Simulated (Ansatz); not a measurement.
HfNCl:
Space group R-3m, hexagonal axes (No. 166); a = 3.569 Å, b = 3.569 Å, c = 28.007 Å, α = 90.00°, β = 90.00°, γ = 120.00°

```tsv
atom	site	symmetry	x	y	z
Hf	6c	3m	0.0000	0.0000	0.1202
N	6c	3m	0.0000	0.0000	0.1972
Cl	6c	3m	0.0000	0.0000	0.3892
```
(The calculation used a cell of 6 atoms; values per cell refer to that cell.)

Relaxed with r²SCAN+D4.

Task: Which orbitals make up the states near the band edges in plane-wave PAW r²SCAN+D4 (Ansatz code)?

Result: Top 1 eV of the valence band: N 2p 70 %, Cl 3p 16 %, Hf 5d 10 %. Bottom 1 eV of the conduction band: Hf 5d 80 %, N 2p 13 %. Projections are on Löwdin-orthogonalised atomic valence shells; empty p or d shells of many metals are not among them.

Task: Tabulate the density of states.

Result: States/eV per cell of 6 atoms, in 0.25 eV bins, energy from the valence-band maximum.

```tsv
E (eV)	total	Hf 5d	Cl 3p	N 2p
-7.85	0.00	0.00	0.00	0.00
-7.60	0.00	0.00	0.00	0.00
-7.35	0.00	0.00	0.00	0.00
-7.10	0.00	0.00	0.00	0.00
-6.85	0.00	0.00	0.00	0.00
-6.60	0.00	0.00	0.00	0.00
-6.35	0.00	0.00	0.00	0.00
-6.10	0.00	0.00	0.00	0.00
-5.85	0.00	0.00	0.00	0.00
-5.60	0.93	0.24	0.24	0.33
-5.35	1.53	0.37	0.41	0.57
-5.10	2.61	0.57	0.78	0.95
-4.85	2.36	0.52	0.79	0.82
-4.60	2.61	0.59	1.16	0.70
-4.35	5.95	1.21	3.01	1.40
-4.10	9.44	1.77	4.23	2.86
-3.85	6.74	1.35	2.93	2.12
-3.60	5.14	1.14	2.36	1.44
-3.35	9.04	1.81	4.57	2.26
-3.10	3.74	0.59	2.24	0.73
-2.85	3.82	0.50	2.66	0.56
-2.60	4.89	0.42	3.02	1.28
-2.35	6.07	0.63	3.55	1.71
-2.10	5.71	0.64	3.13	1.78
-1.85	5.48	0.70	2.58	2.06
-1.60	6.72	0.69	3.38	2.47
-1.35	1.98	0.40	0.33	1.20
-1.10	2.28	0.42	0.30	1.49
-0.85	2.44	0.31	0.31	1.73
-0.60	4.55	0.45	0.74	3.19
-0.35	1.61	0.13	0.28	1.13
-0.10	0.37	0.02	0.08	0.24
0.15	0.00	0.00	0.00	0.00
0.40	0.00	0.00	0.00	0.00
0.65	0.00	0.00	0.00	0.00
0.90	0.00	0.00	0.00	0.00
1.15	0.00	0.00	0.00	0.00
1.40	0.00	0.00	0.00	0.00
1.65	0.00	0.00	0.00	0.00
1.90	0.00	0.00	0.00	0.00
2.15	0.00	0.00	0.00	0.00
2.40	0.00	0.00	0.00	0.00
2.65	0.52	0.42	0.03	0.06
2.90	0.56	0.46	0.02	0.07
3.15	0.64	0.51	0.01	0.08
3.40	0.70	0.55	0.01	0.10
3.65	1.10	0.85	0.01	0.15
3.90	4.89	4.17	0.12	0.32
4.15	3.03	2.39	0.12	0.25
4.40	3.95	3.06	0.19	0.33
4.65	2.24	1.78	0.09	0.17
4.90	4.26	3.26	0.23	0.39
5.15	3.21	2.61	0.19	0.17
5.40	4.72	3.67	0.30	0.22
5.65	4.77	3.48	0.39	0.22
5.90	4.63	3.08	0.36	0.27
6.15	4.73	2.90	0.37	0.34
6.40	3.84	2.36	0.32	0.28
6.65	3.52	1.93	0.14	0.31
6.90	5.32	2.97	0.17	0.59
7.15	4.95	2.66	0.17	0.74
7.40	6.01	3.50	0.18	0.93
```

The workflow started from a Materials Project entry (that database holds measured and hypothetical structures alike); the Crystallography Open Database copy checked does not list it. Its standing as an ambient phase is unchecked. Symmetry was held in the r²SCAN+D4 relaxation; whether a distortion lowers the energy is not shown. No spin polarisation was allowed. Spin–orbit coupling is left out wherever it is not named.

Potentials: the later of the program's two PAW sets.
